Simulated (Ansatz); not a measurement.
Structure: a 14-atom cell of Si5GeN8 built on β-Si3N4 (relaxed group Pm), at its r2SCAN minimum. It is monoclinic, Pm (No. 6); a = 7.661 Å, b = 2.934 Å, c = 7.684 Å, β = 119.8° in the conventional setting, 10.70 Å³ an atom. Si is surrounded by 4 N at 1.73–1.75 Å; Si is surrounded by 4 N at 1.74–1.75 Å; Si is surrounded by 4 N at 1.71–1.74 Å; Ge is surrounded by 4 N at 1.80–1.83 Å; Si is surrounded by 4 N at 1.73–1.74 Å; N is surrounded by 2 Si at 1.73 Å and 1 Ge at 1.82 Å; N is surrounded by 3 Si at 1.73–1.74 Å (further sites aren't listed).

```yaml
crystal:
  lattice:
    - [7.68406, 0.00000, 0.01922]
    - [0.00000, 2.93366, 0.00000]
    - [-3.82538, 0.00000, 6.63716]
  atoms:
    - { symbol: Si, position: [0.59601, 0.50000, 0.82467] }
    - { symbol: Si, position: [0.82524, 0.00000, 0.23086] }
    - { symbol: Si, position: [0.76269, 0.00000, 0.59067] }
    - { symbol: Si, position: [0.23020, 0.50000, 0.40330] }
    - { symbol: Ge, position: [0.17408, 0.50000, 0.76984] }
    - { symbol: Si, position: [0.41029, 0.00000, 0.18041] }
    - { symbol: N, position: [0.33937, 0.50000, 0.66277] }
    - { symbol: N, position: [0.66803, 0.00000, 0.33370] }
    - { symbol: N, position: [0.69625, 0.50000, 0.66554] }
    - { symbol: N, position: [0.67188, 0.00000, 0.96882] }
    - { symbol: N, position: [0.01859, 0.00000, 0.69879] }
    - { symbol: N, position: [0.96937, 0.50000, 0.29972] }
    - { symbol: N, position: [0.29730, 0.00000, 0.32839] }
    - { symbol: N, position: [0.34068, 0.50000, 0.04253] }
```

4 runs of Ansatz on this cell differ in the functional (and in the settings that go with it). Levels are in eV from each run's valence top; v1 is the last filled band, c1 the first empty one.

Run A, mean stress -0.8 GPa (compression positive):
```tsv
point	v2	v1	c1	c2
Γ	-0.45	-0.18	6.39	6.53
Z	-1.43	-1.31	6.63	6.80
D	-1.16	-1.08	6.85	7.08
B	-0.34	-0.21	6.70	6.92
```

Run B, mean stress -0.7 GPa (compression positive):
```tsv
point	v2	v1	c1	c2
Γ	-0.44	-0.17	5.63	5.78
Z	-1.42	-1.30	5.87	6.04
D	-1.15	-1.08	6.09	6.32
B	-0.34	-0.21	5.94	6.16
```

Run C, mean stress +5.8 GPa (compression positive):
```tsv
point	v2	v1	c1	c2
Γ	-0.41	-0.15	4.13	4.32
Z	-1.33	-1.22	4.44	4.64
D	-1.07	-1.02	4.62	4.89
B	-0.32	-0.18	4.46	4.68
```

Run D, mean stress 0.0 GPa (compression positive):
```tsv
point	v2	v1	c1	c2
Γ	-0.42	-0.16	4.68	4.94
Z	-1.36	-1.25	5.03	5.25
D	-1.11	-1.05	5.24	5.49
B	-0.33	-0.19	5.09	5.31
```

Question: Match the runs to PBE, r2SCAN, HSE06, PBE0.

Answer: A is PBE0, B is HSE06, C is PBE, D is r2SCAN. In order of the gap: PBE 4.13, r2SCAN 4.68, HSE06 5.63, PBE0 6.39 eV. The stress vanishes for r2SCAN, which relaxed the cell.

Simulation only: spin-unpolarised, and no claim that this is the phase found in nature.

The runs are scalar-relativistic, without spin-orbit coupling.

The stress of a hybrid is loosely converged in these runs.

The meshes of the hybrids are coarse, so their gaps aren't converged to the digits shown.
